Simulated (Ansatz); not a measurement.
Ansatz (a first-principles code) input:

Ansatz 0.2 input:
```yaml
crystal:
  lattice:
    - [0.0, 3.0982155591, 3.0982155591]
    - [3.0982155591, 0.0, 3.0982155591]
    - [3.0982155591, 3.0982155591, 0.0]
  atoms:
    - { symbol: Tl, position: [0.0, 0.0, 0.0] }
    - { symbol: Cl, position: [0.5, 0.5, 0.5] }
kpoints:
  mp_grid: { grid: [8, 8, 8] }
basis: { xc_grid: 2, fft_grid_basis: typed }
hamiltonian:
  xc: lda
  pseudopotentials: { kind: paw }
scf:
  occupations: { method: fixed }
checkpoint: { read: static.run }
output: { write_density: true, elf: true, volumetric_format: npy }
```

Output (shortened):

```
Pseudopotential: Tl, paw, valence charge 13
Pseudopotential: Cl, paw, valence charge 7
Functional definition: SPW92
Crystal: 2 atoms, lattice volume = 59.479 Å³
Basis set: ecut = 420 eV, 1211 PW (Γ), exchange–correlation on 60×60×60 points (8 copies of the dense FFT grid, shifted against one another)
Bands: 14, of which v1, the nominal top of the filled ones, is band 10 counted from 1 (9 counted from 0)
Symmetry: 48 space group operations
Space group: Fm-3m (ITA 225), of the structure as read, at distance tolerance 3.9e-5 Å
k-points: 29 of 512
Stability of the state it starts from, as read at its close in the unpolarized treatment …
iter 1 solved again at ethr=1.85e-7 eV; its pass at ethr=3.10e-3 eV (dr2=3.69e-5 eV) is discarded
SCF iter   1: F=—  HF=-12192.404505 eV  |F-HF|=—  |Δ(HF+E_count)|=         —  Δρ=5.24e-7  dr2=1.36e-10  ethr=1.85e-7  ⟨swp⟩=3.7  Hψ=3110  notcnv=0  defer=50
preconditioner: auto → none
SCF iter   2: F=-12192.404505 eV  HF=-12192.404505 eV  |F-HF|=7.82e-11  |Δ(HF+E_count)|=  1.89e-10  Δρ=3.71e-7  dr2=1.04e-10  ethr=1.00e-12  ⟨swp⟩=7.6  Hψ=2014  notcnv=0
SCF 1 converged in 2 iterations: F = -12192.404505 eV  dr2 = 1.04e-10
SCF converged after 2 iterations
Free energy (F): -12192.404505 eV
Harris-Foulkes:  -12192.404505 eV  (|F-HF|=7.82e-11)
Internal energy: -12192.404505 eV  (E = F + TS)
E sigma→0 (E₀):  -12192.404505 eV
Fermi energy:    4.924014 eV
--- Per-component energies (eV) ---
  E_band       = -53.970304
  E_kinetic    = 492.411833
  E_local      = -1274.072726  (includes V_loc(G=0)·N_el)
  E_nonlocal   = 352.419631
  E_hartree    = 454.514951
  E_xc         = -335.044572
  E_vxc        = -264.509404  (∫ρ·V_xc dr)
  E_paw        = -10490.885858  (= ΣΔE_a)
  E_vpaw       = -269.249788  (= ΣTr[D̂ρ^β])
  E_aug_tail   = 0.000132  (compensation charges beyond the density's cutoff)
  E_ewald      = -1391.796825
  E_core_change = 0.048931  (= ΣΔE_core)
  E_smearing   =  0.000000  (= −TS)
  E_closure    =  0.000000  (closes the sum)
  Σ components = -12192.404505   (vs F -12192.404505, Δ=0.00e0)
  [band-id]    e_kinetic+e_local+e_nonlocal+2·e_hartree+e_vxc+e_vpaw+e_augmentation_tail = -53.970422   (vs E_band -53.970304, Δ=-1.18e-4)
--- Band table (eV; the first three rows and the last of 29) ---
  k-point 0: bands = ["-9.6071", "-5.0760", "-5.0760", "-5.0760", "-5.0610", "-5.0610", "0.4632", "2.4639", "2.4639", "2.4639", "11.9051", "11.9051", "11.9051", "13.3355"]
  k-point 1: bands = ["-9.5707", "-5.0768", "-5.0764", "-5.0764", "-5.0619", "-5.0619", "0.1394", "2.4988", "2.4988", "2.8694", "10.5098", "11.2395", "11.2395", "13.2172"]
  k-point 2: bands = ["-9.4802", "-5.1006", "-5.1006", "-5.0804", "-5.0407", "-5.0407", "-0.4063", "2.5869", "2.5869", "3.6601", "8.7096", "10.2319", "10.2319", "13.1667"]
  k-point 28: bands = ["-9.3580", "-5.0808", "-5.0574", "-5.0574", "-4.9870", "-4.9114", "0.1193", "1.3977", "1.3977", "3.7281", "8.9479", "9.6919", "9.6919", "14.4565"]
```

Cost: roughly 0.8 core-seconds on shared cores.

The workflow started from a Materials Project entry (that database holds measured and hypothetical structures alike); the Crystallography Open Database copy checked does not list it. COD files the formula under space group No. 221. Whether it is the stable phase at ambient conditions was not checked. The cell was relaxed with LDA under the symmetry of its start; whether a distortion lowers the energy is not shown. Scalar-relativistic: spin–orbit coupling is off unless named, which matters more the heavier the elements.

Potentials: the later of the program's two PAW sets.

Ansatz is a plane-wave DFT program.
